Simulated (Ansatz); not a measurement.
Here is an unrelaxed guess for CrC2N2.

```
Cr C N
1.0
     7.26623    0.00000    0.00000
     0.00000    7.26623    0.00000
     0.00000    0.00000    3.27835
Cr C N
2 4 4
Direct
  0.00000 0.00000 0.00000
  0.50000 0.50000 0.00000
  0.18859 0.81141 0.00000
  0.81141 0.18859 0.00000
  0.18859 0.18859 0.00000
  0.81141 0.81141 0.00000
  0.30245 0.69755 0.00000
  0.69755 0.30245 0.00000
  0.30245 0.30245 0.00000
  0.69755 0.69755 0.00000
```

All numbers below come from Ansatz 0.2.0, DFT PBE, scalar-relativistic, plane waves, PAW. Cutoff 420 eV; k points 4×4×6 on the computed 10-atom cell (Γ-centred); Gaussian smearing, width 0.10 eV; collinear spin from starting moments 3.0 3.0 0.0 0.0 0.0 0.0 0.0 0.0 0.0 0.0 μB.

Formation energies are uncorrected and refer to the elements' standard structures at the same level (N₂ as a molecule).

Problem. What does a single point on this coarse mesh give?

Solution. The pressure is 3.4 GPa (the mean over three directions, positive in compression), the largest force is 1.44 eV/Å, and the energy is +0.39 eV/atom against the elements. The shortest distance is 1.17 Å.

Problem. Is it a good guess?

Solution. A fair one: relaxing gains about 0.10 eV/atom in 25 ionic steps and ends at +0.288 eV/atom on the finer mesh. The symmetry stays P4/mmm (No. 123). The volume per atom grows by 35.5 %, from 17.3 to 23.5 Å³. The shortest distance stays 1.17 Å (C–N). The ratio c/a of the conventional cell changes by a factor of 1.32. Conventional cell: a = 7.328 Å, c = 4.369 Å. Cr on its first site has 4 C at 2.04 Å; around C lie 1 N at 1.17 Å and 1 Cr at 2.04 Å; around N lie 1 C at 1.17 Å and 1 Cr at 1.97 Å; 1 more site not described.

The last run used collinear spin, a 4×4×8 mesh (in the run's order of axes) for its 10-atom cell and Gaussian smearing of 0.02 eV. No dispersion correction is applied, so the spacing and binding between layers, chains or molecules are poorly described. The reference form of C is held partly by dispersion forces, which this level lacks. Another magnetic order may lie lower. The relaxation can't lower the symmetry of the start, and the grade says only how near the guess is to its own end. A structure relaxed within its symmetry needn't be a true minimum.
